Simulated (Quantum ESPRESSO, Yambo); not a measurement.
G0W0 results for LiTaF6

```cif
data_F18Li3Ta3
_chemical_formula_sum 'Li3 F18 Ta3'
_space_group_name_H-M_alt 'R-3 :H'
_space_group_IT_number 148
_space_group_name_Hall '-R 3'
_cell_length_a 5.16934
_cell_length_b 5.16934
_cell_length_c 13.57800
_cell_angle_alpha 90.000
_cell_angle_beta 90.000
_cell_angle_gamma 120.000
loop_
_atom_site_label
_atom_site_type_symbol
_atom_site_symmetry_multiplicity
_atom_site_Wyckoff_symbol
_atom_site_fract_x
_atom_site_fract_y
_atom_site_fract_z
_atom_site_occupancy
Li1 Li 3 b 0.00000 0.00000 0.50000 1
F1 F 18 f 0.39766 0.00662 0.25201 1
Ta1 Ta 3 a 0.00000 0.00000 0.00000 1
```
(The calculation used a cell of 8 atoms; values per cell refer to that cell.)

The geometry is that of Materials Project entry mp-1080679, symmetrised and not relaxed again.

Starting point: PBEsol (pw.x of Quantum ESPRESSO, ONCV potentials, no spin-orbit coupling). G0W0 in Yambo: 2×2×2 Γ-centred k mesh, bands 2 to 160 and a 7 Ry block in the screening, 160 bands in G with the Bruneval-Gonze terminator, plasmon pole fitted at 27.2 eV.

```yaml
PBEsol gap along the band path: 6.46 eV
PBEsol gap between the mesh's edge points (Γ → L): 6.46 eV
G0W0 gap between the same points: 11.15 eV
PBEsol smallest direct gap on the mesh (at L): 6.53 eV
G0W0 direct gap at that point: 11.23 eV
```

```json
[
 {"k point": "Γ", "band": "VB", "E PBEsol (eV)": "0.00", "E QP (eV)": "-2.17", "shift (eV)": "-2.17", "Z": "0.81"},
 {"k point": "Γ", "band": "CB", "E PBEsol (eV)": "6.54", "E QP (eV)": "9.08", "shift (eV)": "2.54", "Z": "0.85"},
 {"k point": "L", "band": "VB", "E PBEsol (eV)": "-0.07", "E QP (eV)": "-2.26", "shift (eV)": "-2.19", "Z": "0.81"},
 {"k point": "L", "band": "CB", "E PBEsol (eV)": "6.46", "E QP (eV)": "8.97", "shift (eV)": "2.51", "Z": "0.85"},
 {"k point": "F", "band": "VB", "E PBEsol (eV)": "-0.03", "E QP (eV)": "-2.20", "shift (eV)": "-2.17", "Z": "0.81"},
 {"k point": "F", "band": "CB", "E PBEsol (eV)": "6.53", "E QP (eV)": "9.04", "shift (eV)": "2.51", "Z": "0.85"},
 {"k point": "Z", "band": "VB", "E PBEsol (eV)": "-0.17", "E QP (eV)": "-2.36", "shift (eV)": "-2.19", "Z": "0.81"},
 {"k point": "Z", "band": "CB", "E PBEsol (eV)": "6.56", "E QP (eV)": "9.08", "shift (eV)": "2.52", "Z": "0.85"}
]
```

Energies count from the PBEsol valence-band maximum.

Nearest settings tried, and what they do to the gap: 106 bands in G: +22 meV; 106 bands in W, 106 bands in G: +100 meV; 6 Ry block (175 vectors against 223): +39 meV. Not varied: mesh. So the settings aren't converged at that level. The k mesh is coarse.

Without spin-orbit coupling, band edges of such heavy elements can be off by tenths of an eV.

The structure is a Materials Project entry; no match was found in the copy of COD used, and its stability was not checked.
